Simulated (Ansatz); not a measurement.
Relaxation of a generated cell, WC built in the FeB structure type; 8 atoms in the cell, which starts as Pnma (No. 62), oP8; a = 6.099 Å, b = 3.270 Å, c = 4.498 Å, α = β = γ = 90.00°. All values below come from PBE (plane waves to 420 eV, PAW, scalar-relativistic; Ansatz, a program for electronic structure). Γ-centred k-mesh 4×7×5 on the run's cell (coarser than for final values), Fermi–Dirac smearing 0.05 eV. This is the first round of the run. 

The optimiser's lines from the output (shortened; P is positive under compression):

```
relax step   1: F+E_penalty+E_count = -42537.67884384 eV  Δ(F+E_penalty+E_count) = +0.000e0 eV  max|allowed force component| = 7.495e-1 eV/Å  Δτ_max = 0.0000 Å  P = -26.747 GPa  Ω = 89.712 Å³  (7 SCF iters, dr2 threshold 1.00e-7 eV, accepted)
relax step   2: F+E_penalty+E_count = -42538.89562593 eV  Δ(F+E_penalty+E_count) = -1.217e0 eV  max|allowed force component| = 1.127e0 eV/Å  Δτ_max = 0.0398 Å  P = +2.786 GPa  Ω = 80.995 Å³  (6 SCF iters, dr2 threshold 8.00e-7 eV, accepted)
relax step   3: F+E_penalty+E_count = -42540.13211248 eV  Δ(F+E_penalty+E_count) = -1.236e0 eV  max|allowed force component| = 1.500e0 eV/Å  Δτ_max = 0.0559 Å  P = +18.498 GPa  Ω = 78.233 Å³  (6 SCF iters, dr2 threshold 8.00e-7 eV, accepted)
relax step   4: F+E_penalty+E_count = -42541.43602619 eV  Δ(F+E_penalty+E_count) = -1.304e0 eV  max|allowed force component| = 1.359e0 eV/Å  Δτ_max = 0.0490 Å  P = +18.938 GPa  Ω = 78.392 Å³  (6 SCF iters, dr2 threshold 8.00e-7 eV, accepted)
relax step   5: F+E_penalty+E_count = -42542.24302934 eV  Δ(F+E_penalty+E_count) = -8.070e-1 eV  max|allowed force component| = 6.115e-1 eV/Å  Δτ_max = 0.0526 Å  P = +14.545 GPa  Ω = 79.642 Å³  (5 SCF iters, dr2 threshold 8.00e-7 eV, accepted)
relax step   6: F+E_penalty+E_count = -42542.61841162 eV  Δ(F+E_penalty+E_count) = -3.754e-1 eV  max|allowed force component| = 5.880e-1 eV/Å  Δτ_max = 0.1062 Å  P = +3.323 GPa  Ω = 83.093 Å³  (6 SCF iters, dr2 threshold 8.00e-7 eV, accepted)
relax step   7: F+E_penalty+E_count = -42542.70122176 eV  Δ(F+E_penalty+E_count) = -8.281e-2 eV  max|allowed force component| = 4.540e-1 eV/Å  Δτ_max = 0.0624 Å  P = -7.107 GPa  Ω = 85.581 Å³  (6 SCF iters, dr2 threshold 8.00e-7 eV, accepted)
relax step   8: F+E_penalty+E_count = -42543.05694555 eV  Δ(F+E_penalty+E_count) = -3.557e-1 eV  max|allowed force component| = 5.087e-1 eV/Å  Δτ_max = 0.1808 Å  P = -4.807 GPa  Ω = 86.724 Å³  (6 SCF iters, dr2 threshold 8.00e-7 eV, accepted)
relax step   9: F+E_penalty+E_count = -42543.25703406 eV  Δ(F+E_penalty+E_count) = -2.001e-1 eV  max|allowed force component| = 4.455e-1 eV/Å  Δτ_max = 0.1890 Å  P = -6.514 GPa  Ω = 89.514 Å³  (6 SCF iters, dr2 threshold 8.00e-7 eV, accepted)
relax step  10: F+E_penalty+E_count = -42543.19846244 eV  Δ(F+E_penalty+E_count) = +5.857e-2 eV  max|allowed force component| = 6.789e-1 eV/Å  Δτ_max = 0.2000 Å  P = +6.711 GPa  Ω = 86.592 Å³  (6 SCF iters, dr2 threshold 8.00e-7 eV, rejected (line search))
relax step  11: F+E_penalty+E_count = -42543.38149592 eV  Δ(F+E_penalty+E_count) = -1.245e-1 eV  max|allowed force component| = 4.043e-2 eV/Å  Δτ_max = 0.0972 Å  P = -0.628 GPa  Ω = 88.308 Å³  (9 SCF iters, accepted)
relax step  12: F+E_penalty+E_count = -42543.38375805 eV  Δ(F+E_penalty+E_count) = -2.262e-3 eV  max|allowed force component| = 1.773e-2 eV/Å  Δτ_max = 0.0109 Å  P = -0.193 GPa  Ω = 88.124 Å³  (5 SCF iters, dr2 threshold 8.00e-7 eV, accepted)
relax step  13: F+E_penalty+E_count = -42543.38415358 eV  Δ(F+E_penalty+E_count) = -3.955e-4 eV  max|allowed force component| = 5.165e-3 eV/Å  Δτ_max = 0.0055 Å  P = -0.013 GPa  Ω = 88.038 Å³  (5 SCF iters, dr2 threshold 1.58e-7 eV, accepted)
relax step  14: F+E_penalty+E_count = -42543.38419388 eV  Δ(F+E_penalty+E_count) = -4.030e-5 eV  max|allowed force component| = 3.569e-3 eV/Å  Δτ_max = 0.0031 Å  P = +0.040 GPa  Ω = 88.035 Å³  (5 SCF iters, dr2 threshold 3.17e-8 eV, accepted)
relax step  15: F+E_penalty+E_count = -42543.38420375 eV  Δ(F+E_penalty+E_count) = -9.866e-6 eV  max|allowed force component| = 1.167e-3 eV/Å  Δτ_max = 0.0004 Å  P = -0.010 GPa  Ω = 88.038 Å³  (4 SCF iters, dr2 threshold 6.08e-8 eV, accepted)
relax step  16: F+E_penalty+E_count = -42543.45984071 eV  Δ(F+E_penalty+E_count) = -7.564e-2 eV  max|allowed force component| = 8.200e-3 eV/Å  Δτ_max = 0.0000 Å  P = +0.870 GPa  Ω = 88.038 Å³  stress off target by 2.51e0 GPa  SCF on the basis re-selected at this cell (its energy is not comparable with the rows above)  (7 SCF iters)
relax step  17: F+E_penalty+E_count = -42543.46563648 eV  Δ(F+E_penalty+E_count) = -5.796e-3 eV  max|allowed force component| = 1.005e-2 eV/Å  Δτ_max = 0.0264 Å  P = +0.114 GPa  Ω = 88.449 Å³  (5 SCF iters, dr2 threshold 8.00e-7 eV, accepted)
relax step  18: F+E_penalty+E_count = -42543.46583613 eV  Δ(F+E_penalty+E_count) = -1.996e-4 eV  max|allowed force component| = 1.162e-2 eV/Å  Δτ_max = 0.0094 Å  P = -0.027 GPa  Ω = 88.560 Å³  (5 SCF iters, dr2 threshold 1.18e-7 eV, accepted)
relax step  19: F+E_penalty+E_count = -42543.46595108 eV  Δ(F+E_penalty+E_count) = -1.150e-4 eV  max|allowed force component| = 4.470e-3 eV/Å  Δτ_max = 0.0067 Å  P = -0.035 GPa  Ω = 88.574 Å³  (5 SCF iters, dr2 threshold 4.26e-8 eV, accepted)
relax step  20: F+E_penalty+E_count = -42543.46599762 eV  Δ(F+E_penalty+E_count) = -4.654e-5 eV  max|allowed force component| = 3.897e-3 eV/Å  Δτ_max = 0.0026 Å  P = +0.015 GPa  Ω = 88.559 Å³  (5 SCF iters, dr2 threshold 2.64e-8 eV, accepted)
relax step  21: F+E_penalty+E_count = -42543.46598558 eV  Δ(F+E_penalty+E_count) = +1.205e-5 eV  max|allowed force component| = 1.829e-3 eV/Å  Δτ_max = 0.0038 Å  P = -0.012 GPa  Ω = 88.572 Å³  (6 SCF iters, dr2 threshold 2.01e-9 eV, accepted)
relax step  22: F+E_penalty+E_count = -42543.46600001 eV  Δ(F+E_penalty+E_count) = -1.443e-5 eV  max|allowed force component| = 5.836e-4 eV/Å  Δτ_max = 0.0009 Å  P = -0.007 GPa  Ω = 88.565 Å³  (4 SCF iters, dr2 threshold 1.19e-8 eV, accepted)
relax step  23: F+E_penalty+E_count = -42543.46683004 eV  Δ(F+E_penalty+E_count) = -8.300e-4 eV  max|allowed force component| = 7.870e-4 eV/Å  Δτ_max = 0.0000 Å  P = +0.002 GPa  Ω = 88.565 Å³  stress off target by 1.30e-2 GPa  SCF on the basis re-selected at this cell (its energy is not comparable with the rows above)  (5 SCF iters)
```

From the first to the last row the energy changes by -0.72 eV/atom and the volume by -1.3 %. The last row is marked as not comparable with the walk above it, whose basis was carried along; it does compare with step 1, since both stand on a basis selected at the nominal cutoff for their own cell.

Energy and pressure jump between steps 15 and 16 at one geometry, where the plane-wave basis was selected anew. While the cell walks, the set of plane waves is carried along, so its effective cutoff drifts with the strain; re-selecting it at 420 eV moved the energy by -0.009 eV/atom and the pressure by 0.9 GPa. Only step 1 and rows on a re-selected basis compare with each other.

Step 10 was rejected by the optimiser.

Later rounds, restarted from the end of this one on a renewed k-mesh, logged 9 more steps and released under 0.01 eV/atom more. The final structure after all rounds: Pnma (No. 62), oP8; a = 5.4143 Å, b = 3.9729 Å, c = 4.0987 Å, α = β = γ = 90.00°. Between re-selections the logged energies stand on a plane-wave basis carried along with the cell. No spin polarisation in the result.

The run could not lower the symmetry of its start; a shaken copy of this end point relaxes with PBE to P4₂/mcm (No. 132), 0.23 eV/atom lower.

The relaxed structure here is a generated cell of WC: the first start was made by placing the elements on the sites of a structure type, and the end was not matched to a known phase here, so it may be hypothetical. Known forms of WC include space group No. 187.
